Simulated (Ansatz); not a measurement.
Relaxed-ion elastic tensor of GaAs (rock salt, space group No. 225) in GPa (Voigt order), DFT-r²SCAN in the program Ansatz with PAW potentials; density 6.35 g/cm³, 18.92 Å³ per atom.

```tsv
	1	2	3	4	5	6
1	156	45.2	45.2	0.0	0.0	0.0
2	45.2	156	45.2	0.0	0.0	0.0
3	45.2	45.2	156	0.0	0.0	0.0
4	0.0	0.0	0.0	20.0	0.0	0.0
5	0.0	0.0	0.0	0.0	20.0	0.0
6	0.0	0.0	0.0	0.0	0.0	20.0
```

Question: Is the crystal mechanically stable?

Answer: Yes: the smallest eigenvalue of C is 20.0 GPa.

Question: Work out the Voigt, Reuss and Hill averages.

Answer: K_V = 82.2, K_R = 82.2, K_H = 82.2; G_V = 34.2, G_R = 26.9, G_H = 30.5 GPa.

Question: Give Young's modulus, Poisson's ratio, Pugh's ratio and the universal anisotropy index.

Answer: E = 9KG/(3K + G) = 81.5 GPa; ν = 0.33; K/G = 2.69 (ductile by the Pugh limit of 1.75); A_U = 5G_V/G_R + K_V/K_R − 6 = 1.37.

Question: Estimate the sound speeds and the Debye temperature.

Answer: v_l = √((K + 4G/3)/ρ) = 4400 m/s, v_t = √(G/ρ) = 2190 m/s, mean 2460 m/s; Θ = (h/k)(3n/4πV)^(1/3) v_m = 275 K.

Question: Give the Zener ratio and Young's modulus along [100], [110] and [111].

Answer: A = 2C44/(C11 − C12) = 0.36; 1/E = S11 − 2(S11 − S12 − S44/2)Γ with Γ = 0, 1/4, 1/3 gives 136, 65.1, 55.5 GPa.

Question: Solve the Christoffel equation for the three sound speeds along [100], [110], [111].

Answer: Eigenvalues of C_ijkl n_j n_l equal ρv². In km/s, slowest first: [100] 1.77, 1.77, 4.96; [110] 1.77, 2.96, 4.36; [111] 2.62, 2.62, 4.14.

Space group Fm-3m (rock salt). The cell is a constructed one: a structure type filled with these elements; neither database checked (COD, Materials Project) lists it. It is not the phase usual at ambient conditions (space group No. 216). Symmetry was held in the r²SCAN relaxation; whether a distortion lowers the energy is not shown. As this level gives no gap, shear constants depend on the k-mesh and smearing (Fermi–Dirac, 0.1 eV here).

Potentials: the later of the program's two PAW sets.
